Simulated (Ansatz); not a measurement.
ZrGeO in space group P4/nmm (No. 129; Zr on 2c, Ge on 2a, O on 2c) under volume change, plane-wave PAW r²SCAN (Ansatz code), shape and atoms relaxed at each volume.

```csv
V (Å³/atom),E − E(relaxed) (meV/atom),P (GPa)
12.789,67.6,18.76
13.211,28.2,11.39
13.633,6.6,5.19
14.054,0.0,0.00
14.476,5.9,-4.32
14.898,22.1,-7.88
15.319,46.8,-10.77
```

Question: What does a third-order Birch–Murnaghan fit give for V₀, B₀ and B′?

Answer: V₀ = 14.06 Å³/atom, B₀ = 156 GPa, B′ = 5.1.

The start of the workflow was typed in or built on a structure type; neither database checked (COD, Materials Project) lists it. Its standing as an ambient phase is unchecked. Symmetry was held in the r²SCAN relaxation; its stability against distortions is not shown here. The run is not spin-polarised.

Potentials: the earlier of the program's two PAW sets. The files were generated under PBE; for other functionals the program regenerates the frozen cores, and for LDA and PBEsol the local potential too.
